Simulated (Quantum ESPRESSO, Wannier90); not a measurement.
## Hg2SeS (P-4m2): Wannier90 run

Cell from Materials Project (mp-1223907), symmetrised, no further relaxation. Not found in the COD (Crystallography Open Database) copy used; not checked further. Level: PBEsol, no spin polarisation, no spin-orbit coupling; pw.x of Quantum ESPRESSO at 69 Ry with PseudoDojo potentials, 8×8×6 k-points, Wannier90. Density: 8×8×6 mesh, Gaussian smearing 0.01 Ry. Spin-orbit coupling is left out although heavy elements are present.

```
begin unit_cell_cart
ang
    4.2901400000    0.0000000000    0.0000000000
    0.0000000000    4.2901400000    0.0000000000
    0.0000000000    0.0000000000    6.0591000000
end unit_cell_cart
mp_grid = 8 8 6
```

Task: Which shells of neighbouring k-points and which b-vectors and weights does Wannier90 pick for this cell and mesh?

Result: 
```
 *---------------------------------- K-MESH ----------------------------------*
 +----------------------------------------------------------------------------+
 |                    Distance to Nearest-Neighbour Shells                    |
 |                    ------------------------------------                    |
 |          Shell             Distance (Ang^-1)          Multiplicity         |
 |          -----             -----------------          ------------         |
 |             1                   0.172831                      2            |
 |             2                   0.183071                      4            |
 |             3                   0.251764                      8            |
 |             4                   0.258901                      4            |
 |             5                   0.311288                      8            |
 |             6                   0.345661                      2            |
 |             7                   0.366141                      4            |
 |             8                   0.391148                      8            |
       ... (lines left out)
 +----------------------------------------------------------------------------+
 | The b-vectors are chosen automatically                                     |
 | The following shells are used:                       1,  2                 |
 +----------------------------------------------------------------------------+
 |                        Shell   # Nearest-Neighbours                        |
 |                        -----   --------------------                        |
 |                          1               2                                 |
 |                          2               4                                 |
 +----------------------------------------------------------------------------+
 | Completeness relation is fully satisfied [Eq. (B1), PRB 56, 12847 (1997)]  |
 +----------------------------------------------------------------------------+
 |                  b_k Vectors (Ang^-1) and Weights (Ang^2)                  |
 |                  ----------------------------------------                  |
 |            No.         b_k(x)      b_k(y)      b_k(z)        w_b           |
 |            ---        --------------------------------     --------        |
 |             1         0.000000    0.000000    0.172831    16.738981        |
 |             2         0.000000    0.000000   -0.172831    16.738981        |
 |             3         0.000000    0.183071    0.000000    14.918775        |
 |             4         0.183071    0.000000    0.000000    14.918775        |
 |             5         0.000000   -0.183071    0.000000    14.918775        |
 |             6        -0.183071    0.000000    0.000000    14.918775        |
```
